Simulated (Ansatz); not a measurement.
**Cr: from a starting cell to a relaxed one**

The start is a generated cell, Cr built in the simple-cubic structure type. The structure is fully relaxed (lattice and positions, P = 0) with PBEsol (plane waves to 420 eV, PAW, scalar-relativistic; Ansatz, a program for electronic structure). The first steps use a coarse 14×14×14 k-mesh.

The start:
```
Cr
1.0
    2.37386     0.00000     0.00000
    0.00000     2.37386     0.00000
    0.00000     0.00000     2.37386
Cr
1
Direct
  0.00000   0.00000   0.00000
```
Spin-polarised start, with parallel moments on Cr.

Initial pressure: -15.1 GPa (negative: the cell is under tension)
Outcome: The space group stays Pm-3m (No. 221) (the run could not lower it); the end is simple cubic type, with 1 atom in the primitive cell
Energy released: 0.06 eV/atom
Volume change: -8.0 %, from 13.38 to 12.31 Å³/atom
Shortest distances (start → end): The closest pairs of elements (up to four, under 3.6 Å), start → end: Cr–Cr 2.37 → 2.31 Å
Band gap at the end: no gap (metallic)
Moments at the end: zero (the starting moments vanished)
Optimiser moves: 7

Relaxed structure:

```cif
data_Cr
_chemical_formula_sum 'Cr1'
_space_group_name_H-M_alt 'Pm-3m'
_space_group_IT_number 221
_space_group_name_Hall '-P 4 2 3'
_cell_length_a 2.30868
_cell_length_b 2.30868
_cell_length_c 2.30868
_cell_angle_alpha 90.000
_cell_angle_beta 90.000
_cell_angle_gamma 90.000
loop_
_atom_site_label
_atom_site_type_symbol
_atom_site_symmetry_multiplicity
_atom_site_Wyckoff_symbol
_atom_site_fract_x
_atom_site_fract_y
_atom_site_fract_z
_atom_site_occupancy
Cr1 Cr 1 a 0.00000 0.00000 0.00000 1
```

Final values are on a 20×20×20 k-mesh of the relaxed cell. No spin polarisation in the result: the starting moments vanished. A magnetic state may lie lower.

The run could not lose the symmetry of its start: the end is stationary, and may be a saddle point rather than a minimum.

The relaxed structure here is a generated cell of Cr: the first start was made by placing the elements on the sites of a structure type, and the end was not matched to a known phase here, so it may be hypothetical. Known forms of Cr include space group No. 229.
